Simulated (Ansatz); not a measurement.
BN:
```xyz
2
Lattice="0.0000 1.7899 1.7899 1.7899 0.0000 1.7899 1.7899 1.7899 0.0000" Properties=species:S:1:pos:R:3 pbc="T T T"
B      0.0000     0.0000     0.0000
N      0.8950     0.8950     0.8950
```

Cartesian axes are those of the cell as given.

Question: Give the proper piezoelectric stress tensor with relaxed ions from the program Ansatz at the LDA level (PAW).

Answer: In C/m², rows x, y, z, Voigt columns; mesh uncertainty up to 0.00.
```
 0.00   0.00   0.00  -0.73   0.00   0.00
 0.00   0.00   0.00   0.00  -0.73   0.00
 0.00   0.00   0.00   0.00   0.00  -0.73
```

The elastic tensor of the same run (GPa):

```tsv
	1	2	3	4	5	6
1	824	190	190	0.0	0.0	0.0
2	190	824	190	0.0	0.0	0.0
3	190	190	824	0.0	0.0	0.0
4	0.0	0.0	0.0	475	0.0	0.0
5	0.0	0.0	0.0	0.0	475	0.0
6	0.0	0.0	0.0	0.0	0.0	475
```

Question: Convert to strain constants d = e·S.

Answer: In pC/N:
```
 0.0   0.0   0.0  -1.5   0.0   0.0
 0.0   0.0   0.0   0.0  -1.5   0.0
 0.0   0.0   0.0   0.0   0.0  -1.5
```

Space group F-43m (zinc blende). Symmetry was held in the LDA relaxation. Signs of piezoelectric constants follow the polarity of the cell as given.

Potentials: the earlier of the program's two PAW sets. The files were generated under PBE; for other functionals the program regenerates the frozen cores, and for LDA and PBEsol the local potential too.
